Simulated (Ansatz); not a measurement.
Relaxed Be (hcp, Mg type):

```
Be
1.0
    2.26449     0.00000     0.00000
   -1.13225     1.96111     0.00000
    0.00000     0.00000     3.56090
Be
2
Direct
  0.33333   0.66667   0.75000
  0.66667   0.33333   0.25000
```

The atoms are displaced by Q × the pattern below (from a DFPT mode at Γ, largest move 1; Q in Å), at fixed cell. It is one choice among 2 degenerate patterns.

| atom | x | y | z |
|---|---|---|---|
| Be1 | 0.000 | 1.000 | 0.000 |
| Be2 | 0.000 | -1.000 | 0.000 |

All values below come from PBE (plane waves to 420 eV, PAW, scalar-relativistic; Ansatz, a program for electronic structure). k mesh 23×23×13 (Γ-centred), Fermi-Dirac smearing 0.05 eV. E stands for the smeared free energy. With partly filled bands, energies and forces of such displacements shift with the k mesh and the smearing. Be was relaxed with its symmetry unable to fall. The PAW data are Ansatz's earlier set. ΔE is measured from the undisplaced structure. The last digit holds for this mesh only.

```json
[
 {"Q (Å)": "-0.2800", "ΔE (meV/cell)": "268.8"},
 {"Q (Å)": "-0.2333", "ΔE (meV/cell)": "228.7"},
 {"Q (Å)": "-0.1867", "ΔE (meV/cell)": "171.0"},
 {"Q (Å)": "-0.1400", "ΔE (meV/cell)": "109.2"},
 {"Q (Å)": "-0.0933", "ΔE (meV/cell)": "54.2"},
 {"Q (Å)": "-0.0467", "ΔE (meV/cell)": "14.9"},
 {"Q (Å)": "0.0000", "ΔE (meV/cell)": "0.0"},
 {"Q (Å)": "0.0467", "ΔE (meV/cell)": "17.0"},
 {"Q (Å)": "0.0933", "ΔE (meV/cell)": "71.3"},
 {"Q (Å)": "0.1400", "ΔE (meV/cell)": "withheld"},
 {"Q (Å)": "0.1867", "ΔE (meV/cell)": "301.2"},
 {"Q (Å)": "0.2333", "ΔE (meV/cell)": "475.5"},
 {"Q (Å)": "0.2800", "ΔE (meV/cell)": "683.6"}
]
```

Question: Fit a polynomial form (powers 2, 3, 4) to the given rows and predict ΔE at Q = 0.1400.

Answer: Least squares on the 12 given rows: ΔE = (7322)·Q² + (9551)·Q³ + (-15880)·Q⁴, in meV/cell with Q in Å; root-mean-square residual 1.89 meV/cell. At 0.1400 the fit gives 163.6 meV/cell; the calculation gives 165.9 meV/cell, so the interpolation is off by -2.3 (-1.4 %). The quadratic term alone would give 143.5 meV/cell.

(A displaced cell: forces are minus the slopes of the energy, force constants its curvatures, and phonons follow from these.)
